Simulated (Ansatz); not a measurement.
Calculation for bcc Cr (110), 6 layers: DFT, PBE, PAW with Ansatz's default frozen-core files, scalar-relativistic (Ansatz 0.2.0).

The slab is cut from a bulk crystal relaxed on PAW files (its atoms may have been relaxed since).

Command: `ansatz run input.yaml --threads 3 --pin off --max-ram 9216MiB --backend cpu --events-out ev --progress --plain --runs-dir out` It took 42 s on 3 threads of Intel(R) Xeon(R) 6975P-C (Granite Rapids), with other jobs on the host, peak memory 0.93 GiB.

```yaml
crystal:
  lattice:
    - [2.4668230352, 0.0, 0.0]
    - [-0.822274345, 2.3257430615, 0.0]
    - [0.0, 0.0, 26.0708]
  atoms:
    - { symbol: Cr, position: [0.25, 0.25, 0.3068574254], spin: 2.0 }
    - { symbol: Cr, position: [0.75, 0.75, 0.3841144552], spin: 2.0 }
    - { symbol: Cr, position: [0.25, 0.25, 0.4613714851], spin: 2.0 }
    - { symbol: Cr, position: [0.75, 0.75, 0.5386285149], spin: 2.0 }
    - { symbol: Cr, position: [0.25, 0.25, 0.6158855448], spin: 2.0 }
    - { symbol: Cr, position: [0.75, 0.75, 0.6931425746], spin: 2.0 }
magnetization:
  spin_polarized: true
kpoints:
  mp_grid: { grid: [14, 14, 1] }
scf:
  occupations: { method: fermi_dirac, width: 0.05 }
hamiltonian:
  xc: pbe
  pseudopotentials: { kind: paw }
output:
  forces: true
  stress: true
  eigenvalues: true
  populations: true
efield:
  axis: 3
  amplitude: 0
  dipole_correction: true
```

Output:

```
Engine: ansatz 0.2.0
Pseudopotentials: kind: paw
Pseudopotential: Cr, paw, valence charge 14, recommended cutoff 420 eV (normal), Cr.paw.azcp
Functional definition: PBE
  parameter kappa = 0.804
  parameter beta = 0.06672455060314922
  exchange = pbe_x(kappa = kappa, mu = beta*pi^2/3)
  correlation = pbe_c(beta = beta)
Crystal: 6 atoms, lattice volume = 149.573 Å³
Basis set: ecut = 420 eV, 2901 PW (Γ), exchange–correlation on 36×36×360 points (8 copies of the dense FFT grid, shifted against one another)
Bands: 58, of which v1, the nominal top of the filled ones, is band 42 counted from 1 (41 counted from 0)
Symmetry: 4 space group operations
k-points: 57 of 196
Non-local potential: Cr, projectors of the file, l = 0: 3, l = 1: 2, l = 2: 3, l = 3: 1
PAW form: soft (Blöchl's): semilocal exchange-correlation on the pseudo side does not see the compensation charge
PAW one-centre angular grid: Cr, 590 points (default); XC on 64 Gauss nodes
Initial density: superposition of atomic densities (neutral atoms: chi_scale 0, normalization atom)
Starting moments: Σ|m| = 12 μB on 6 of 6 sites
Initial wavefunctions: pseudopotential atomic-orbital guess
Functional: x = pbe(κ = 0.804, μ = 0.2195149727645171), c = pbe(β = 0.06672455060314922)
SCF iter   1: F=—  HF=-20279.845265 eV  |F-HF|=—  |Δ(HF+E_count)|=         —  Δρ=1.67e-1 (↑1.67e-1 ↓5.87e-2)  dr2=3.94e1  dr2_m=1.33e1  M=1.439 μB ∫|m|=1.460 μB  β_m=0.34  ethr=3.10e-3  p=0.000 e·Å  D=2.35e-13 V/Å  ΔV_dip=-0.00 eV  dr2_dipole=3.98e-8  V_vac-E_F(+/−)=6.65/6.65 eV  ⟨swp⟩=10.0  Hψ=31357  notcnv=0
Mixer restart at iter 1: flushing history
efield: sawtooth ramp at fractional position 0.9500 (placed from the atoms, in the widest stretch of the axis that holds none; the zero of the levels goes with the place), width 0.1000; the density the first Hamiltonian is built on has a dipole p = 0.000 e·Å; the dipole correction subtracts the counter field D = 2.35e-13 V/Å, which shifts the + side's vacuum level by -0.00 eV against the − side's; the planar-averaged density in the ramp window peaks in size at 9.7e-6 e/Å³
preconditioner: auto → LDOS  [metal: Δε(μ)=0.006 eV  Ē_g=5.068 eV  σ=0.050 eV  W_gap=0.03  n_scr=20 (ndim 8)  ℏωp=18.2 eV  f_vac=0.477  D(μ)=6.07/eV (n_scr^D=26)]
spin=Collinear: LDOS preconditioning applied to the charge; magnetization (m = ρ↑ − ρ↓) channel mixes plain (no charge-response kernel on spin).
SCF iter   2: F=—  HF=-20266.330753 eV  |F-HF|=—  |Δ(HF+E_count)|=    1.35e1  Δρ=8.33e-2 (↑8.33e-2 ↓5.50e-2)  dr2=5.19e0  dr2_m=5.96e0  M=1.195 μB ∫|m|=1.234 μB  β_m=0.43  ethr=3.10e-3  p=0.000 e·Å  D=2.95e-5 V/Å  ΔV_dip=-0.00 eV  dr2_dipole=4.58e-7  V_vac-E_F(+/−)=6.17/6.17 eV  ⟨swp⟩=3.1  Hψ=16584  notcnv=0  defer=368
density mixer auto → msr1: a metal under ldos (density of states about μ 2.81 of a free-electron gas's, 20 screened modes)
SCF iter   3: F=—  HF=-20264.297875 eV  |F-HF|=—  |Δ(HF+E_count)|=    2.03e0  Δρ=3.17e-2 (↑3.17e-2 ↓2.85e-2)  dr2=2.21e-1  dr2_m=1.17e0  M=0.596 μB ∫|m|=0.666 μB  β_m=0.58  ethr=3.10e-3  p=0.000 e·Å  D=2.71e-5 V/Å  ΔV_dip=-0.00 eV  dr2_dipole=2.77e-7  V_vac-E_F(+/−)=5.59/5.59 eV  ⟨swp⟩=2.5  Hψ=11142  notcnv=0  defer=257
SCF iter   4: F=—  HF=-20264.064332 eV  |F-HF|=—  |Δ(HF+E_count)|=   2.34e-1  Δρ=3.77e-3 (↑3.45e-3 ↓3.77e-3)  dr2=2.56e-2  dr2_m=1.60e-2  M=0.123 μB ∫|m|=0.221 μB  β_m=0.76  ethr=2.63e-4  p=0.000 e·Å  D=1.47e-5 V/Å  ΔV_dip=-0.00 eV  dr2_dipole=1.05e-8  V_vac-E_F(+/−)=5.13/5.13 eV  ⟨swp⟩=3.4  Hψ=12884  notcnv=0  defer=237
SCF iter   5: F=—  HF=-20264.068551 eV  |F-HF|=—  |Δ(HF+E_count)|=   4.22e-3  Δρ=2.22e-3 (↑7.23e-4 ↓2.22e-3)  dr2=8.94e-3  dr2_m=2.03e-3  M=0.052 μB ∫|m|=0.105 μB  β_m=0.80  ethr=3.04e-5  p=0.000 e·Å  D=6.64e-6 V/Å  ΔV_dip=-0.00 eV  dr2_dipole=4.02e-9  V_vac-E_F(+/−)=5.04/5.04 eV  ⟨swp⟩=2.6  Hψ=11576  notcnv=0  defer=224
SCF iter   6: F=—  HF=-20264.067688 eV  |F-HF|=—  |Δ(HF+E_count)|=   8.63e-4  Δρ=1.22e-3 (↑1.22e-3 ↓5.63e-4)  dr2=1.68e-3  dr2_m=8.04e-4  M=0.031 μB ∫|m|=0.065 μB  β_m=0.90  ethr=1.06e-5  p=0.000 e·Å  D=4.46e-6 V/Å  ΔV_dip=-0.00 eV  dr2_dipole=6.14e-10  V_vac-E_F(+/−)=4.98/4.98 eV  ⟨swp⟩=2.9  Hψ=13152  notcnv=0  defer=224
SCF iter   7: F=—  HF=-20264.067585 eV  |F-HF|=—  |Δ(HF+E_count)|=   1.03e-4  Δρ=4.77e-4 (↑4.77e-4 ↓3.83e-4)  dr2=7.20e-4  dr2_m=1.09e-4  M=0.011 μB ∫|m|=0.025 μB  β_m=0.81  ethr=2.00e-6  p=0.000 e·Å  D=1.92e-6 V/Å  ΔV_dip=-0.00 eV  dr2_dipole=2.40e-9  V_vac-E_F(+/−)=4.94/4.94 eV  ⟨swp⟩=2.9  Hψ=12933  notcnv=0  defer=224
SCF iter   8: F=—  HF=-20264.067443 eV  |F-HF|=—  |Δ(HF+E_count)|=   1.42e-4  Δρ=1.74e-4 (↑1.23e-4 ↓1.74e-4)  dr2=8.86e-5  dr2_m=1.65e-5  M=0.003 μB ∫|m|=0.009 μB  β_m=0.75  ethr=8.57e-7  p=-0.000 e·Å  D=-8.58e-8 V/Å  ΔV_dip=0.00 eV  dr2_dipole=1.05e-9  V_vac-E_F(+/−)=4.92/4.92 eV  ⟨swp⟩=2.9  Hψ=11566  notcnv=0  defer=224
SCF iter   9: F=—  HF=-20264.067418 eV  |F-HF|=—  |Δ(HF+E_count)|=   2.44e-5  Δρ=5.35e-5 (↑5.35e-5 ↓2.85e-5)  dr2=3.29e-6  dr2_m=2.10e-6  M=0.001 μB ∫|m|=0.003 μB  β_m=0.82  ethr=1.05e-7  p=-0.000 e·Å  D=-2.84e-7 V/Å  ΔV_dip=0.00 eV  dr2_dipole=2.96e-9  V_vac-E_F(+/−)=4.92/4.92 eV  ⟨swp⟩=2.8  Hψ=11789  notcnv=0  defer=224
SCF iter  10: F=—  HF=-20264.067419 eV  |F-HF|=—  |Δ(HF+E_count)|=   6.59e-7  Δρ=1.68e-5 (↑1.68e-5 ↓1.38e-5)  dr2=1.08e-6  dr2_m=1.76e-7  M=-0.000 μB ∫|m|=0.001 μB  β_m=0.82  ethr=3.92e-9  p=-0.000 e·Å  D=-1.38e-7 V/Å  ΔV_dip=0.00 eV  dr2_dipole=1.95e-9  V_vac-E_F(+/−)=4.92/4.92 eV  ⟨swp⟩=2.9  Hψ=11016  notcnv=0  defer=224
SCF iter  11: F=—  HF=-20264.067419 eV  |F-HF|=—  |Δ(HF+E_count)|=   1.60e-7  Δρ=1.16e-5 (↑1.16e-5 ↓1.02e-5)  dr2=9.72e-7  dr2_m=3.02e-8  M=-0.000 μB ∫|m|=0.000 μB  β_m=0.67  ethr=1.29e-9  p=-0.000 e·Å  D=-3.04e-8 V/Å  ΔV_dip=0.00 eV  dr2_dipole=2.54e-10  V_vac-E_F(+/−)=4.92/4.92 eV  ⟨swp⟩=2.6  Hψ=11837  notcnv=0  defer=224
SCF iter  12: F=—  HF=-20264.067419 eV  |F-HF|=—  |Δ(HF+E_count)|=   2.01e-7  Δρ=2.91e-6 (↑1.83e-6 ↓2.91e-6)  dr2=4.54e-8  dr2_m=3.64e-9  M=-0.000 μB ∫|m|=0.000 μB  β_m=0.71  ethr=1.16e-9  p=-0.000 e·Å  D=-7.02e-8 V/Å  ΔV_dip=0.00 eV  dr2_dipole=2.32e-10  V_vac-E_F(+/−)=4.92/4.92 eV  ⟨swp⟩=2.7  Hψ=10188  notcnv=0  defer=224
SCF iter  13: F=—  HF=-20264.067419 eV  |F-HF|=—  |Δ(HF+E_count)|=   1.01e-8  Δρ=1.08e-6 (↑1.08e-6 ↓9.43e-7)  dr2=5.23e-9  dr2_m=6.75e-10  M=-0.000 μB ∫|m|=0.000 μB  β_m=0.73  ethr=5.40e-11  p=-0.000 e·Å  D=-1.13e-8 V/Å  ΔV_dip=0.00 eV  dr2_dipole=1.53e-14  V_vac-E_F(+/−)=4.92/4.92 eV  ⟨swp⟩=2.8  Hψ=10962  notcnv=0  defer=224
SCF iter  14: F=—  HF=-20264.067419 eV  |F-HF|=—  |Δ(HF+E_count)|=   6.85e-9  Δρ=6.47e-7 (↑6.47e-7 ↓5.56e-7)  dr2=3.17e-9  dr2_m=1.02e-10  M=-0.000 μB ∫|m|=0.000 μB  β_m=0.75  ethr=6.22e-12  p=0.000 e·Å  D=1.27e-8 V/Å  ΔV_dip=-0.00 eV  dr2_dipole=6.65e-11  V_vac-E_F(+/−)=4.92/4.92 eV  ⟨swp⟩=9.1  Hψ=26725  notcnv=0
SCF iter  15: F=-20264.067419 eV  HF=-20264.067419 eV  |F-HF|=3.82e-10  |Δ(HF+E_count)|=  6.04e-10  Δρ=2.99e-7 (↑2.72e-7 ↓2.99e-7)  dr2=4.58e-10  dr2_m=2.31e-11  M=-0.000 μB ∫|m|=0.000 μB  ethr=3.78e-12  p=-0.000 e·Å  D=-1.19e-9 V/Å  ΔV_dip=0.00 eV  dr2_dipole=9.82e-12  V_vac-E_F(+/−)=4.92/4.92 eV  ⟨swp⟩=2.8  Hψ=12262  notcnv=0
SCF 1 converged in 15 iterations: F = -20264.067419 eV  dr2 = 4.58e-10
[... lines left out ...]
  E_local      = -148479.687354  (includes V_loc(G=0)·N_el)
  E_nonlocal   = 472.793907
  E_hartree    = 73254.131383
  E_xc         = -837.771936
  E_vxc        = -1068.633154  (∫ρ·V_xc dr)
  E_paw        = -7169.721466  (= ΣΔE_a)
  E_vpaw       = -1436.916592  (= ΣTr[D̂ρ^β])
  E_aug_tail   = 0.002087  (compensation charges beyond the density's cutoff)
  E_efield     = 0.000000  (sawtooth field / dipole correction)
  E_vefield    = 0.000000  (∫n·V_field dr)
  E_ewald      = 60440.090757
  E_smearing   = -0.048769  (= −TS)
  E_closure    = 0.000000  (closes the sum)
  Σ components = -20264.067419   (vs F -20264.067419, Δ=0.00e0)
--- Forces (eV/Å), atoms counted from 1 ---
  atom   1  Cr     0.00000000     0.00000000     0.50742559
  atom   2  Cr    -0.00000000     0.00000000    -0.52384690
  atom   3  Cr     0.00000000     0.00000000     0.02607599
  atom   4  Cr     0.00000000     0.00000000    -0.02607874
  atom   5  Cr     0.00000000    -0.00000000     0.52384708
  atom   6  Cr     0.00000000     0.00000000    -0.50742374
  max |Σ_I F_I| component: 7.27e-7 eV/Å
--- Stress (GPa, compression-positive) ---
       -3.336512       0.006483       0.000000
        0.006483      -3.331927       0.000000
        0.000000       0.000000      -2.139066
  P = ⅓ Tr σ = -2.9358 GPa (-29.358 kbar)
--- Band table (eV; the first three rows and the last of 114) ---
  k-point 0 ↑: bands = ["-65.4403", "-65.4001", "-65.3357", "-65.2723", "-65.1207", "-65.1204", "-37.0865", "-36.9397", "-36.7395", "-36.5301", "-36.5073", "-36.4556", "-36.3643", "-36.3550", "-36.2717", "-36.2659", "-36.2659", "-36.2506", "-36.2465", "-36.2434", "-36.0813", "-36.0808", "-35.9622", "-35.9622", "-1.1963", "-0.4662", "0.5862", "1.5764", "2.0687", "2.0692", "4.0537", "4.3016", "4.6790", "5.0700", "5.3059", "5.3497", "5.3545", "5.4912", "5.5125", "5.5472", "5.7189", "5.8327", "6.2258", "6.6855", "6.9802", "7.2808", "7.3061", "7.3462", "7.4941", "7.5079", "7.6128", "7.6603", "7.7267", "7.7312", "7.7509", "7.8271", "7.8654", "8.0081"]
  k-point 1 ↑: bands = ["-65.4330", "-65.3939", "-65.3309", "-65.2690", "-65.1162", "-65.1159", "-37.0735", "-36.9336", "-36.7455", "-36.5528", "-36.5161", "-36.4601", "-36.3811", "-36.3608", "-36.2849", "-36.2833", "-36.2745", "-36.2639", "-36.2597", "-36.2545", "-36.0973", "-36.0957", "-35.9790", "-35.9789", "-1.0313", "-0.3092", "0.7352", "1.7240", "2.2041", "2.2141", "4.0757", "4.3165", "4.6878", "5.0787", "5.1693", "5.2387", "5.3586", "5.4316", "5.4668", "5.6064", "5.6754", "5.8208", "6.3470", "6.4050", "6.7866", "7.1222", "7.2420", "7.2462", "7.4488", "7.4559", "7.5659", "7.6677", "7.7129", "7.7242", "7.8231", "7.9233", "8.0696", "8.0929"]
  k-point 2 ↑: bands = ["-65.4122", "-65.3762", "-65.3176", "-65.2601", "-65.1035", "-65.1033", "-37.0365", "-36.9192", "-36.7688", "-36.6180", "-36.5516", "-36.4860", "-36.4517", "-36.3701", "-36.3290", "-36.3162", "-36.3108", "-36.2933", "-36.2906", "-36.2517", "-36.1574", "-36.1500", "-36.0067", "-36.0066", "-0.5554", "0.1367", "1.1460", "2.1220", "2.5794", "2.6140", "4.1139", "4.3254", "4.6740", "4.8947", "4.9867", "5.0893", "5.2248", "5.2400", "5.3733", "5.3873", "5.8110", "5.8884", "6.1321", "6.2044", "6.6875", "7.1594", "7.1659", "7.3195", "7.3911", "7.4524", "7.4853", "7.6709", "7.7434", "7.7541", "7.9012", "7.9747", "8.1517", "8.2324"]
  k-point 56 ↓: bands = ["-65.2370", "-65.2101", "-65.1644", "-65.1196", "-64.9518", "-64.9518", "-37.1476", "-37.0925", "-37.0030", "-36.9142", "-36.8466", "-36.8120", "-36.7847", "-36.7177", "-36.7172", "-36.7069", "-36.6786", "-36.5705", "-36.5659", "-36.4208", "-36.3904", "-36.3892", "-36.3036", "-36.2408", "2.1615", "2.2451", "2.2750", "2.6011", "2.6025", "2.7463", "3.1885", "3.2144", "3.4995", "4.1902", "4.4696", "4.7794", "5.6667", "5.6816", "6.7506", "6.9016", "7.0580", "7.1321", "7.3334", "7.4654", "7.8115", "8.0414", "8.4013", "8.6144", "8.6727", "8.9212", "8.9939", "9.1152", "9.2382", "9.4334", "9.4350", "10.1297", "11.8326", "13.4917"]
--- Löwdin populations: 6 sites ---
  site symbol       q [e]    m [muB]
     0     Cr     13.9002    -0.0000
     1     Cr     13.9078    -0.0000
     2     Cr     13.8990     0.0000
     3     Cr     13.8990     0.0000
     4     Cr     13.9078    -0.0000
     5     Cr     13.9002    -0.0000
  spilling = 0.006976 (of n_electrons = 84.000000)
```

populations.tsv:

```
# site	symbol	l	j	q_up	q_dn
# orbitals = lowdin
# n_electrons = 84.000000
# spilling = 0.006976
0	Cr	0_3S	-	0.993379	0.993379
0	Cr	0_4S	-	0.386771	0.386773
0	Cr	1_3P	-	2.994917	2.994917
0	Cr	2_3D	-	2.575047	2.575050
1	Cr	0_3S	-	0.991280	0.991280
1	Cr	0_4S	-	0.365232	0.365232
1	Cr	1_3P	-	2.995303	2.995303
1	Cr	2_3D	-	2.602095	2.602095
2	Cr	0_3S	-	0.991240	0.991240
2	Cr	0_4S	-	0.363743	0.363743
2	Cr	1_3P	-	2.995402	2.995402
2	Cr	2_3D	-	2.599102	2.599102
3	Cr	0_3S	-	0.991240	0.991240
3	Cr	0_4S	-	0.363743	0.363743
3	Cr	1_3P	-	2.995402	2.995402
3	Cr	2_3D	-	2.599102	2.599102
4	Cr	0_3S	-	0.991280	0.991280
4	Cr	0_4S	-	0.365232	0.365232
4	Cr	1_3P	-	2.995303	2.995303
4	Cr	2_3D	-	2.602095	2.602095
5	Cr	0_3S	-	0.993379	0.993379
5	Cr	0_4S	-	0.386771	0.386773
5	Cr	1_3P	-	2.994917	2.994917
5	Cr	2_3D	-	2.575047	2.575050
```

Next run (atoms relaxed), as changes to the input before:

```diff
   eigenvalues: true
-  populations: true
+  write_density: true
+  write_potential: true
+  elf: true
+  volumetric_format: npy
+relax:
+  f_tol: 0.01
+  max_steps: 40
 efield:
```

Results part of the output:

```
Warning: output.stress: scf.convergence.dr2_threshold = 1e-7 eV (the SCF's general default) is looser than the 6e-10 eV advised for a printed stress (1e-10 eV for each atom of the cell: 6). What an SCF threshold leaves in a stress goes as its square root, and in the free energy as the threshold itself, and one threshold admits the most on a small cell: of the crystals measured, under no hybrid fun
WARN: The input density's exchange-correlation potential varies sharply where the density is thin. Do not read a vacuum level from v_tot or v_xc, or from such a field of the output density. On a cell that repeats whose density bears no net charge and no dipole along the vacuum's axis use v_es (v_loc + v_h of the components); under efield.dipole_correction with no amplitude use v_es + v_field, which holds any external_charges[].barrier, or the levels of the report's work_function block, which leave it out; under a non-zero efield.amplitude the vacuum is tilted and has no level; on a cell that repeats and bears such a dipole with no correction it is tilted too, and efield.dipole_correction with no amplitude gives each side of its ramp a level where efield: is served; in a cell that repeats whose density bears a net charge (total_charge, or a fill off its count) it is curved and has none; of a slab under crystal.periodic whose density bears no net charge use v_es, which has a level on each side, short of where the two are joined; of another it falls or rises all the way out and has none; of a slab beside external_charges read slab_vacuum_level instead, which it has where they leave it neutral. The grid or the basis barely resolves most such structure, and the values can differ between equally converged runs; as a rule a tighter scf.convergence.dr2_threshold does not remove it. Where the density itself ripples (under the LDA too) a higher basis.ecutwfc lessens it. The files hold the spikes' plane waves up to the density's cutoff. Files: v_tot and the like, and their columns of v_z.tsv (output.write_potential); v_xc and the like, and their columns of v_comp_z.tsv (output.write_potential_components); where files of the output density stand in their place, no point of their own thin density is over the threshold below, and this is of outcome.potential() and, of a run that writes arrays (npy), the arrays of these names. Measured: with its Gaussian average of σ = 0.25 Å subtracted twice, the exchange-correlation potential is over 0.1 eV at 16 of the grid points where the equally averaged density (valence and model cores) is under 1e-3 e/Å³, and 0.157 eV at the most among them, at an averaged density of 1.9e-8 e/Å³. See output.write_potential in the manual, Limitations
SCF converged after 10 iterations
Magnetization: 0.0000 μB (42.0000 up, 42.0000 down)
Absolute magnetization: 0.0000 μB (∫|ρ↑−ρ↓|, with the PAW one-centre terms)
Spin contamination: 0.0000 ħ² per cell (⟨S²⟩ above its minimum at these occupations)
Per-site moments (μB) at R_I (Å): [(4.025408725267772e-6, 0.9870095797918542), (-2.5928413480464602e-6, 0.9870095797918542), (-4.469188214870229e-7, 1.0175645020019082), (-4.520225670651877e-7, 1.0175645020019082), (-2.587033095914607e-6, 0.987009578849611), (4.013981934482167e-6, 0.987009578849611)]
Free energy (F): -20264.115421 eV
Harris-Foulkes:  -20264.115421 eV  (|F-HF|=5.55e-9)
[... lines left out ...]
--- Relaxed structure (6 steps of the walk, 5 accepted, 0 SCFs on fresh bases) ---
  F+E_penalty+E_count = -20264.11542060 eV   max|allowed force component| = 2.164e-4 eV/Å
  atoms:
    - { symbol: Cr, position: [0.25, 0.25, 0.3099076043407149] }
    - { symbol: Cr, position: [0.75, 0.75, 0.38365752131270525] }
    - { symbol: Cr, position: [0.25, 0.25, 0.4613571306134074] }
    - { symbol: Cr, position: [0.75, 0.75, 0.5386428700081392] }
    - { symbol: Cr, position: [0.25, 0.25, 0.616342478431039] }
    - { symbol: Cr, position: [0.75, 0.75, 0.6900923952939942] }
```

Next run (no images along the normal), as changes to the input before:

```diff
-    - [-0.822274345, 2.3257430615, 0.0]
+    - [-0.822274345, 2.3257430616, 0.0]
   atoms:
-    - { symbol: Cr, position: [0.25, 0.25, 0.3068574254], spin: 2.0 }
-    - { symbol: Cr, position: [0.75, 0.75, 0.3841144552], spin: 2.0 }
-    - { symbol: Cr, position: [0.25, 0.25, 0.4613714851], spin: 2.0 }
-    - { symbol: Cr, position: [0.75, 0.75, 0.5386285149], spin: 2.0 }
-    - { symbol: Cr, position: [0.25, 0.25, 0.6158855448], spin: 2.0 }
-    - { symbol: Cr, position: [0.75, 0.75, 0.6931425746], spin: 2.0 }
+    - { symbol: Cr, position: [0.25, 0.25, 0.3099076043], spin: 2.0 }
+    - { symbol: Cr, position: [0.75, 0.75, 0.3836575213], spin: 2.0 }
+    - { symbol: Cr, position: [0.25, 0.25, 0.4613571306], spin: 2.0 }
+    - { symbol: Cr, position: [0.75, 0.75, 0.53864287], spin: 2.0 }
+    - { symbol: Cr, position: [0.25, 0.25, 0.6163424784], spin: 2.0 }
+    - { symbol: Cr, position: [0.75, 0.75, 0.6900923953], spin: 2.0 }
+  periodic: [true, true, false]
 magnetization:
   eigenvalues: true
-  write_density: true
-  write_potential: true
-  elf: true
-  volumetric_format: npy
-relax:
-  f_tol: 0.01
-  max_steps: 40
-efield:
-  axis: 3
-  amplitude: 0
-  dipole_correction: true
```

Command: `ansatz run input.yaml --threads 3 --pin off --max-ram 9216MiB --backend cpu --events-out ev --progress --plain --runs-dir out` It took 45 s on 3 threads of Intel(R) Xeon(R) 6975P-C (Granite Rapids), on a shared host, peak memory 1.3 GiB.

Results part of the output:

```
Warning: crystal.periodic: the lattice vector that does not repeat stood 0.000° off the slab's normal, 26.071 Å along it as the deck builds it. The run solves the slab on a vector along the normal, 43.623 Å long, with every atom where it was (on the deck's vector they left 16.16 Å outside them, and the widest stretch free of ions among them is 2.03 Å). A fractional position that the run reports is
SCF 1 converged in 15 iterations: F = -20264.115393 eV  dr2 = 2.19e-9
  greatest PAW one-centre occupation: 1.000 electrons in one spin orbital (limit 2), on the Cr atom at site 4 (counted from 0), in its partial waves of l = 0
[... lines left out ...]
  k-point 1 ↑: bands = ["-76.7213", "-76.6869", "-76.6267", "-76.5605", "-76.3876", "-76.3873", "-48.3777", "-48.2658", "-48.0698", "-47.8415", "-47.8015", "-47.7675", "-47.6568", "-47.6382", "-47.5691", "-47.5690", "-47.5503", "-47.5502", "-47.5396", "-47.5250", "-47.3702", "-47.3680", "-47.2655", "-47.2655", "-12.3388", "-11.6442", "-10.5709", "-9.5664", "-9.1545", "-9.1426", "-7.2443", "-7.0646", "-6.6887", "-6.2210", "-6.2101", "-6.0301", "-5.8754", "-5.8278", "-5.7805", "-5.6972", "-5.6117", "-5.4678", "-5.0748", "-4.7663", "-4.4065", "-4.2893", "-4.0628", "-4.0166", "-3.8486", "-3.8257", "-3.7333", "-3.6301", "-3.5570", "-3.5527", "-3.4666", "-3.3646", "-3.1851", "-3.1604"]
  k-point 2 ↑: bands = ["-76.7004", "-76.6684", "-76.6124", "-76.5511", "-76.3760", "-76.3758", "-48.3391", "-48.2480", "-48.0952", "-47.9233", "-47.8383", "-47.8009", "-47.7193", "-47.6481", "-47.6110", "-47.6081", "-47.5856", "-47.5837", "-47.5568", "-47.5282", "-47.4262", "-47.4171", "-47.2920", "-47.2917", "-11.8625", "-11.1965", "-10.1589", "-9.1690", "-8.7685", "-8.7557", "-7.2058", "-7.0602", "-6.7189", "-6.4694", "-6.2752", "-6.2258", "-6.1200", "-6.0313", "-5.9016", "-5.8825", "-5.3918", "-5.3231", "-5.1331", "-5.0835", "-4.6845", "-4.1414", "-4.1237", "-4.0218", "-3.9061", "-3.8693", "-3.8139", "-3.6188", "-3.5364", "-3.5101", "-3.3871", "-3.2998", "-3.1032", "-3.0177"]
  k-point 56 ↓: bands = ["-76.5246", "-76.5002", "-76.4566", "-76.4095", "-76.2263", "-76.2262", "-48.4363", "-48.3885", "-48.3020", "-48.2065", "-48.1411", "-48.1121", "-48.0939", "-48.0280", "-47.9959", "-47.9952", "-47.9874", "-47.8821", "-47.8655", "-47.6990", "-47.6620", "-47.6604", "-47.5520", "-47.5070", "-9.1640", "-9.0982", "-9.0488", "-8.7806", "-8.7445", "-8.6537", "-8.2010", "-8.1520", "-7.9096", "-7.1608", "-6.8555", "-6.6884", "-5.7590", "-5.5831", "-4.4992", "-4.3564", "-4.1870", "-4.1235", "-3.8696", "-3.7414", "-3.3218", "-3.2137", "-2.8972", "-2.5976", "-2.5956", "-2.3726", "-2.3152", "-2.1947", "-2.0575", "-1.8427", "-1.8406", "-1.1895", "0.6083", "2.4126"]
```

Antiferromagnetic order, which Cr and Mn prefer near zero pressure, wasn't tried. The start moments died away, and the runs ended non-magnetic.
